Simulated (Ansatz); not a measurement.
Rb$_{2}$TlSbCl$_{6}$:
```xyz
10
Lattice="0.0000 5.6286 5.6286 5.6286 0.0000 5.6286 5.6286 5.6286 0.0000" Properties=species:S:1:pos:R:3 pbc="T T T"
Rb     8.4428     8.4428     8.4428
Rb     2.8143     2.8143     2.8143
Tl     5.6286     5.6286     5.6286
Sb     0.0000     0.0000     0.0000
Cl     2.6405     5.6286     5.6286
Cl     8.6166     5.6286     5.6286
Cl     5.6286     2.6405     5.6286
Cl     5.6286     8.6166     5.6286
Cl     5.6286     5.6286     2.6405
Cl     5.6286     5.6286     8.6166
```

r²SCAN in the plane-wave PAW code Ansatz gives a gap of 1.68 eV without spin–orbit coupling, maximum at Γ, minimum at Γ.

What happens when spin–orbit coupling is switched on?

The gap drops by 0.64 eV, to 1.04 eV; maximum at Γ, minimum at Γ.

Give the electron effective mass with spin–orbit coupling.

0.20 mₑ (isotropic).

Give the hole effective mass with spin–orbit coupling.

0.15 mₑ (isotropic).

Space group Fm-3m. The workflow started from a Materials Project entry (that database holds measured and hypothetical structures alike); the Crystallography Open Database copy checked does not list it. Its standing as an ambient phase is unchecked. The cell was relaxed with r²SCAN under the symmetry of its start; its stability against distortions is not shown here.

Potentials: the later of the program's two PAW sets.
